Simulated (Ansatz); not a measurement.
**MnGa: a fit and a missing row**

MnGa, P-6m2, a = 2.689 Å, c = 4.029 Å. The structure is a Materials Project entry; whether it is the stable form wasn't checked. Ansatz: PBEsol, PAW, 420 eV, Γ-centred 18×18×10 mesh on 2 atoms, Gaussian smearing 0.10 eV; collinear spin, largest moment 1.7 μB. Shape and atoms are relaxed at each volume; pressure is positive in compression.

```
V (Å³/atom) P (GPa)
     11.855    10.95
     12.233     4.90
     12.611    -0.01
     12.990        ?
     13.368    -7.26
```

Q: Take V0 = 12.611 Å³/atom, count pressures from its P0 = -0.01 GPa, fit the third-order Birch–Murnaghan form to the other rows, and predict the missing pressure.

A: With the Eulerian strain f = ½[(V0/V)^(2/3) − 1] and y = (P − P0)/[3f(1 + 2f)^(5/2)], the form is the line y = B0 + 1.5 B0 (B0′ − 4) f. Rows (f, y): 0.02104, 156.6; 0.01025, 151.8; -0.01906, 139.7. Means f = 0.004077, y = 149.37; Σ(Δf)² = 0.0008612, ΣΔfΔy = 0.3614; the slope is their ratio. y = 147.7 + 419.6 f GPa, so B0 = 147.7 GPa and B0′ = 4 + 2 × (419.6)/(3 × 147.7) = 5.89. At V = 12.990, f = -0.00977, y = 143.60 and P = -4.02 GPa. The run gave -4.00 GPa, so the fit is 0.02 GPa too low, a small miss on the scale of the series. Note that the largest moment runs from 1.50 to 1.97 μB along the series.

The largest moment runs from 1.50 to 1.97 μB along the series, so B0 and B0′ hold the change of the moment too.

Only parallel moments were tried here.